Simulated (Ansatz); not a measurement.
# Mg₂TiCr₃S₈: a ladder of calculations

Cell of run 1: a Materials Project structure (computed, not necessarily an observed phase), taken as it stands.

```yaml
crystal:
  lattice:
    - [3.64245, 2.10297, 5.88396]
    - [-3.64245, 2.10297, 5.88396]
    - [0.00000, -4.20594, 5.88396]
  atoms:
    - { symbol: Mg, position: [0.87533, 0.87533, 0.87533] }
    - { symbol: Mg, position: [0.12467, 0.12467, 0.12467] }
    - { symbol: Ti, position: [0.50000, 0.50000, 0.50000] }
    - { symbol: Cr, position: [0.50000, 0.50000, 0.00000] }
    - { symbol: Cr, position: [0.00000, 0.50000, 0.50000] }
    - { symbol: Cr, position: [0.50000, 0.00000, 0.50000] }
    - { symbol: S, position: [0.73657, 0.73657, 0.73657] }
    - { symbol: S, position: [0.25913, 0.25913, 0.71393] }
    - { symbol: S, position: [0.25913, 0.71393, 0.25913] }
    - { symbol: S, position: [0.71393, 0.25913, 0.25913] }
    - { symbol: S, position: [0.74087, 0.28607, 0.74087] }
    - { symbol: S, position: [0.28607, 0.74087, 0.74087] }
    - { symbol: S, position: [0.26343, 0.26343, 0.26343] }
    - { symbol: S, position: [0.74087, 0.74087, 0.28607] }
```

Atoms are numbered from 1 in the order listed; like atoms form one site, named after its first atom.

Relaxed positions (PBE, cell held):

```
CELL_PARAMETERS angstrom
3.64245 2.10297 5.88396
-3.64245 2.10297 5.88396
0.00000 -4.20594 5.88396
ATOMIC_POSITIONS crystal
Mg 0.87564 0.87564 0.87564
Mg 0.12436 0.12436 0.12436
Ti 0.50000 0.50000 0.50000
Cr 0.50000 0.50000 0.00000
Cr 0.00000 0.50000 0.50000
Cr 0.50000 0.00000 0.50000
S 0.73674 0.73674 0.73674
S 0.25935 0.25935 0.71330
S 0.25935 0.71330 0.25935
S 0.71330 0.25935 0.25935
S 0.74065 0.28670 0.74065
S 0.28670 0.74065 0.74065
S 0.26326 0.26326 0.26326
S 0.74065 0.74065 0.28670
```

All runs are DFT with Ansatz 0.2.0 (plane waves and PAW, scalar-relativistic unless spin–orbit coupling is named, Γ-centred meshes, Fermi–Dirac smearing where given) in this cell. Start moments of run 1 as typed (μB): 1 on each Ti, 3 on each Cr, none on the rest.

Run 1: PBE, parallel start moments, atoms as given; 420 eV, 6×6×6 k-points, smearing 0.05 eV.
Run 2: PBE, parallel start moments, atoms relaxed; 420 eV, 6×6×6 k-points, smearing 0.05 eV.
Run 3: r2SCAN, parallel start moments, at the relaxed atoms; 500 eV, 6×6×6 k-points, smearing 0.05 eV.

| run | Ti V_zz (η) | Cr V_zz (η) | S7 V_zz (η) | S8 V_zz (η) | absolute moment (μB) |
| --- | --- | --- | --- | --- | --- |
| 1 | -4.53 (0.00) | -1.08 (0.14) | -0.47 (0.00) | -3.25 (0.35) | 11.1 |
| 2 | ? | ? | ? | ? | ? |
| 3 | -7.66 (0.00) | -0.85 (0.39) | -0.76 (0.00) | -3.27 (0.48) | 11.5 |

V_zz in 10²¹ V/m²; 4 of the 5 sets of like atoms are followed.

Task: Estimate the row of run 2.

Result: Ti: -4.54 (0.00); Cr: -1.03 (0.18); S7: -0.45 (0.00); S8: -3.23 (0.35); absolute moment (μB): 11.1. It lies nearest to run 1, from whose tensors on these sites it differs by 0.08 at most (largest principal value of the difference, on Cr). Taken one at a time, the functional (r2SCAN with its higher cutoff) moves the tensors on these sites by up to 3.12 (largest principal value of the change, on Ti), the positions of the atoms (as given or relaxed) by 0.08 (Cr).

Semilocal functionals can leave a metal where correlation in the d or f shell opens a gap in the real compound, and that would change the values at and beside Cr and Ti. The magnetic order is the one that the run reached from its start moments, not necessarily the measured one. For runs 1, 2, 3: All moments are parallel here, as the start or the cell imposes; many such compounds order antiparallel, where fields and spin densities carried over to other atoms largely cancel. In run 3 the program didn't check the stability of the electronic state in full, so a lower one may lie near. In run 3 the gap is small for the k-mesh or the smearing, and small gradients can still move by 0.1 × 10²¹ V/m² or more. In runs 1, 2 there is no gap above 0.1 eV, so the gradients can move by 10 % or more with the k-mesh.
